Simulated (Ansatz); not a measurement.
## Is this HfZr3S8 structure stable?

The cell was found from a structure generator's guess, not taken from experiment.

Method: DFT PBE, scalar-relativistic, plane waves, PAW (Ansatz). The final run on the 12-atom cell used 420 eV, a Γ-centred 4×4×4 mesh, 0.02 eV smearing and no spin polarisation.

```cif
data_structure
_symmetry_space_group_name_H-M 'P2/m'
_symmetry_Int_Tables_number 10
_cell_length_a 6.3675
_cell_length_b 7.3554
_cell_length_c 6.7709
_cell_angle_alpha 90.000
_cell_angle_beta 90.006
_cell_angle_gamma 90.000
_cell_volume 317.12
loop_
_atom_site_label
_atom_site_type_symbol
_atom_site_symmetry_multiplicity
_atom_site_Wyckoff_symbol
_atom_site_fract_x
_atom_site_fract_y
_atom_site_fract_z
_atom_site_occupancy
Zr1 Zr 2 j 0.50000 0.75036 0.00000 1
Zr2 Zr 1 b 0.00000 0.50000 0.00000 1
Hf1 Hf 1 a 0.00000 0.00000 0.00000 1
S1 S 2 m 0.33073 0.00000 0.78624 1
S2 S 4 o 0.83446 0.75174 0.78627 1
S3 S 2 n 0.33368 0.50000 0.78587 1
```

The zero of energy is the elements' standard structures at the same level; no fitted shifts are applied.

Problem. These tests were run: energy against the elements; phonons at Γ. What do they show?

Solution.

```
                       test                       result
energy against the elements               −1.569 eV/atom
               phonons at Γ  lowest optical mode 52 cm⁻¹
```

It fails none of these tests. Whether a mixture of other phases lies lower isn't tested here. Phonons away from Γ weren't computed.

Weakly bound directions are ill-defined at this level, which has no dispersion term. These runs have no spin–orbit coupling, which can matter for Hf. The reference form of S is held partly by dispersion forces, which this level lacks. The run for the phonons used a 4×4×4 k mesh.
